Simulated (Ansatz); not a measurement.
Input and command of a calculation in Ansatz (plane waves; scalar-relativistic PAW potentials unless the input names others):

```yaml
crystal:
  lattice:
    - [3.951565622, 0.0, 0.0]
    - [0.0, 3.951565622, 0.0]
    - [0.0, 0.0, 6.8883543616]
  atoms:
    - { symbol: Si, position: [0.0, 0.0, 0.5] }
    - { symbol: Sn, position: [0.5, 0.5, 0.0] }
    - { symbol: Pd, position: [0.0, 0.0, 0.0] }
    - { symbol: Pd, position: [0.5, 0.0, 0.7049997818] }
    - { symbol: Pd, position: [0.0, 0.5, 0.7049997818] }
    - { symbol: Pd, position: [0.5, 0.0, 0.2950002182] }
    - { symbol: Pd, position: [0.0, 0.5, 0.2950002182] }
basis:
  ecutwfc: 420
kpoints:
  mp_grid: { grid: [10, 10, 6] }
hamiltonian:
  xc: pbesol
scf:
  occupations: { method: tetrahedron_uncorrected }
  eigensolver: { kind: davidson }
output:
  forces: true
  eigenvalues: true
  stress: true
```

```bash
ansatz run input.yaml --threads 1 --pin off --max-ram 2560MiB --backend cpu --events-out ev --progress --plain --runs-dir out
```

Abridged log:
```
Pseudopotentials: kind: paw
Pseudopotential: Si, paw, valence charge 4, recommended cutoff 420 eV (normal)
Pseudopotential: Sn, paw, valence charge 14, recommended cutoff 420 eV (normal)
Pseudopotential: Pd, paw, valence charge 18, recommended cutoff 420 eV (normal)
Functional definition: PBEsol
davidson cushion auto → on (no smearing: the cushion is to keep the highest requested band from converging to the state above it; pin scf.eigensolver.cushion to override)
Crystal: 7 atoms, lattice volume = 107.561 Å³
Basis set: ecut = 420 eV, 2103 PW (Γ), exchange–correlation on 54×54×96 points (8 copies of the dense FFT grid, shifted against one another)
Bands: 65, of which v1, the nominal top of the filled ones, is band 54 counted from 1 (53 counted from 0)
Symmetry: 16 space group operations
Space group: P4/mmm (ITA 123), of the structure as read, at distance tolerance 4.8e-5 Å
k-points: 84 of 600
Initial density: superposition of atomic densities (neutral atoms: chi_scale 0, normalization atom), corrected by the library's trained network
Initial wavefunctions: pseudopotential atomic-orbital guess
Functional: x = pbesol(κ = 0.804, μ = 0.12345679), c = pbesol(β = 0.046)
SCF iter   1: F=—  HF=-41109.075462 eV  |F-HF|=—  |Δ(HF+E_count)|=         —  Δρ=1.22e-2  dr2=1.65e-1  ethr=1.77e-3  ⟨swp⟩=7.8  Hψ=23595  notcnv=0
SCF iter   2: F=—  HF=-41109.040015 eV  |F-HF|=—  |Δ(HF+E_count)|=   3.54e-2  Δρ=2.98e-3  dr2=7.31e-3  ethr=6.86e-6  ⟨swp⟩=3.2  Hψ=25363  notcnv=0  defer=4
SCF iter   3: F=—  HF=-41109.038723 eV  |F-HF|=—  |Δ(HF+E_count)|=   1.29e-3  Δρ=1.41e-3  dr2=2.48e-3  ethr=6.77e-6  ⟨swp⟩=2.2  Hψ=12032  notcnv=0  defer=2
SCF iter   4: F=—  HF=-41109.038439 eV  |F-HF|=—  |Δ(HF+E_count)|=   2.83e-4  Δρ=7.79e-4  dr2=8.75e-4  ethr=2.29e-6  ⟨swp⟩=3.0  Hψ=12208  notcnv=0  defer=1
SCF iter   5: F=—  HF=-41109.038296 eV  |F-HF|=—  |Δ(HF+E_count)|=   1.43e-4  Δρ=2.55e-4  dr2=1.91e-4  ethr=8.10e-7  ⟨swp⟩=3.0  Hψ=12736  notcnv=0
SCF iter   6: F=—  HF=-41109.038269 eV  |F-HF|=—  |Δ(HF+E_count)|=   2.70e-5  Δρ=9.28e-5  dr2=2.34e-5  ethr=1.77e-7  ⟨swp⟩=3.0  Hψ=12500  notcnv=0
SCF iter   7: F=—  HF=-41109.038314 eV  |F-HF|=—  |Δ(HF+E_count)|=   4.47e-5  Δρ=4.03e-5  dr2=4.37e-6  ethr=2.17e-8  ⟨swp⟩=3.0  Hψ=12903  notcnv=0
SCF iter   8: F=—  HF=-41109.038314 eV  |F-HF|=—  |Δ(HF+E_count)|=   3.06e-7  Δρ=1.19e-5  dr2=2.59e-7  ethr=4.04e-9  ⟨swp⟩=3.0  Hψ=12525  notcnv=0
SCF iter   9: F=-41109.038314 eV  HF=-41109.038314 eV  |F-HF|=3.25e-8  |Δ(HF+E_count)|=   2.96e-8  Δρ=5.26e-6  dr2=4.85e-8  ethr=2.40e-10  ⟨swp⟩=3.3  Hψ=14810  notcnv=0
SCF 1 converged in 9 iterations: F = -41109.038314 eV  dr2 = 4.85e-8
  Residual-converged pass: ⟨swp⟩=3.0  Hψ=12024  notcnv=0  max |occ|·‖R‖ = 6.6e-6 eV (tolerance 6.7e-6 eV) dr2=4.87e-8  dr2_onsite=1.02e-9  max |Δocc| = 1.8e-11
SCF converged after 9 iterations
Free energy (F): -41109.038314 eV
Harris-Foulkes:  -41109.038314 eV  (|F-HF|=3.25e-8)
Internal energy: -41109.038203 eV  (E = F + TS)
E sigma→0 (E₀):  -41109.038314 eV
Entropy (-TS):   -0.000110 eV (-0.016 meV/atom)
Fermi energy:    18.015873 eV
--- Forces (eV/Å), atoms counted from 1 ---
  atom   1  Si     0.00000000     0.00000000     0.00000000
  atom   2  Sn     0.00000000     0.00000000     0.00000000
  atom   3  Pd     0.00000000     0.00000000     0.00000000
  atom   4  Pd     0.00000000     0.00000000    -0.00148246
  atom   5  Pd     0.00000000     0.00000000    -0.00148246
  atom   6  Pd     0.00000000     0.00000000     0.00148246
  atom   7  Pd     0.00000000     0.00000000     0.00148246
--- Stress (GPa, compression-positive) ---
        0.011449       0.000000       0.000000
        0.000000       0.011449       0.000000
        0.000000       0.000000       0.118374
  P = ⅓ Tr σ = 0.0471 GPa (0.471 kbar)
```

Apart from outputs, empty bands and the relaxation, which only the reference makes, the input differs from a reference run on usual settings in scf.eigensolver.kind: not typed → "davidson"; scf.occupations.width: 0.1 → not typed; scf.occupations.method: "gaussian" → "tetrahedron_uncorrected". The reference, at the same geometry, ended its own course with pressure 0.01 GPa, largest force 0.000 eV/Å, no gap on the mesh. This run converged in 9 SCF iterations with an energy at zero smearing 4.50 meV/atom above the reference's, pressure 0.05 GPa, largest force 0.001 eV/Å, no gap on the mesh.

The run took 63 s on 1 thread of Arm Neoverse V1, on a shared host, peak memory 0.61 GiB.